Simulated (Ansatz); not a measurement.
Total density of states per atom from plane-wave PAW r²SCAN (Ansatz code), in 0.25 eV bins, energy from the Fermi level:

(E (eV), states/eV/atom): (-7.85, 0.22); (-7.60, 0.30); (-7.35, 0.45); (-7.10, 0.37); (-6.85, 0.56); (-6.60, 1.10); (-6.35, 1.47); (-6.10, 1.39); (-5.85, 1.17); (-5.60, 1.07); (-5.35, 1.00); (-5.10, 0.84); (-4.85, 0.85); (-4.60, 0.89); (-4.35, 0.91); (-4.10, 1.29); (-3.85, 1.27); (-3.60, 1.28); (-3.35, 0.94); (-3.10, 0.95); (-2.85, 1.26); (-2.60, 1.78); (-2.35, 1.23); (-2.10, 1.16); (-1.85, 1.13); (-1.60, 1.18); (-1.35, 1.45); (-1.10, 1.04); (-0.85, 0.99); (-0.60, 1.18); (-0.35, 0.75); (-0.10, 0.71); (0.15, 0.62); (0.40, 0.63); (0.65, 0.75); (0.90, 1.08); (1.15, 0.93); (1.40, 0.79); (1.65, 0.96); (1.90, 1.26); (2.15, 0.89); (2.40, 0.84); (2.65, 0.96); (2.90, 0.55); (3.15, 0.38); (3.40, 0.29); (3.65, 0.24); (3.90, 0.25); (4.15, 0.26); (4.40, 0.31); (4.65, 0.30)

Q: Which compound is it?
(A) LaBi3, Cu3Au type
(B) CaIr2, cubic Laves (MgCu2 type)
(C) CrIr3, Cu3Au type
(D) Be3Ir, I4/mmm (Be on 4d, Be on 2b, Ir on 2a)

A: C, CrIr3, Cu3Au type. Within 0.5 eV of the Fermi level: Ir 5d 67 %, Cr 3d 25 %. Projections are on Löwdin-orthogonalised atomic valence shells; empty p or d shells of many metals are not among them.

Space group Pm-3m (Cu3Au type). The first step of the workflow began from a Materials Project structure, measured or hypothetical; the Crystallography Open Database copy checked does not list it. With Cr and Ir taken as one species the cell has the higher symmetry Fm-3m, so it may be an ordered model of a mixed-site phase. Its standing as an ambient phase is unchecked. Symmetry was held in the r²SCAN relaxation, as lowered by the spin order; its stability against distortions is not shown here. Spin order of the final state: ferrimagnetic, chosen from 4 collinear starts compared on coarse meshes (ties went to the first, and starts can fall back to one state), not a proven ground state. Other orbital occupations within this spin state were not tried. Scalar-relativistic: spin–orbit coupling is off unless named, which matters more the heavier the elements.

Potentials: the later of the program's two PAW sets.
